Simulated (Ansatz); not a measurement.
**Si3N4: a run for the field gradients**

```yaml
crystal:
  lattice:
    - [7.6045444358, 0.0, 0.0]
    - [-3.8022722179, 6.5857286656, 0.0]
    - [0.0, 0.0, 2.90519908]
  atoms:
    - { symbol: Si, position: [0.23108243, 0.82494615, 0.75] }
    - { symbol: Si, position: [0.40613628, 0.23108243, 0.25] }
    - { symbol: Si, position: [0.82494615, 0.59386372, 0.25] }
    - { symbol: Si, position: [0.17505385, 0.40613628, 0.75] }
    - { symbol: Si, position: [0.59386372, 0.76891757, 0.75] }
    - { symbol: Si, position: [0.76891757, 0.17505385, 0.25] }
    - { symbol: "N", position: [0.3333333333, 0.6666666667, 0.75] }
    - { symbol: "N", position: [0.6666666667, 0.3333333333, 0.25] }
    - { symbol: "N", position: [0.96919449, 0.6698534, 0.75] }
    - { symbol: "N", position: [0.29934109, 0.96919449, 0.25] }
    - { symbol: "N", position: [0.6698534, 0.70065891, 0.25] }
    - { symbol: "N", position: [0.3301466, 0.29934109, 0.75] }
    - { symbol: "N", position: [0.03080551, 0.3301466, 0.25] }
    - { symbol: "N", position: [0.70065891, 0.03080551, 0.75] }
kpoints:
  mp_grid: { grid: [4, 4, 10] }
scf:
  occupations: { method: fermi_dirac, width: 0.02 }
  max_iter: 75
hamiltonian:
  xc: pbe
  pseudopotentials: { kind: paw }
output:
  forces: true
  stress: true
  populations: true
  efg:
    quadrupole_moments_barn: { "N": 0.02044 }
    contact_densities: true
magnetization:
  spin_polarized: "yes please"
```

```sh
ansatz run input.yaml --threads 1 --pin off --max-ram 2560MiB --backend cpu --events-out ev --progress --plain --runs-dir out
```

Q: Does this calculation finish, and if not, why?

A: The program refused the input. The input holds a value of the wrong type. The program says:

```
Error: YAML parse error: error: line 37 column 19: invalid boolean (strict mode expects true/false)
  --> <input>:37:19
   |
35 |     contact_densities: true
36 | magnetization:
37 |   spin_polarized: "yes please"
   |                   ^ invalid boolean (strict mode expects true/false)
```

Against a sound input the change was `magnetization.spin_polarized`: not typed → yes please; `scf.max_iter`: not typed → 75.

With the sound settings the run converges and gives V_zz (10²¹ V/m²) Si 0.96 (η 0.48), N7 -4.91 (η 0.00), N9 -4.94 (η 0.07); a site carries the number of its first atom in the input. At this cell the PBE pressure is 6 GPa, so with PBE the cell would grow if it were relaxed. The entry's cell may itself be off.
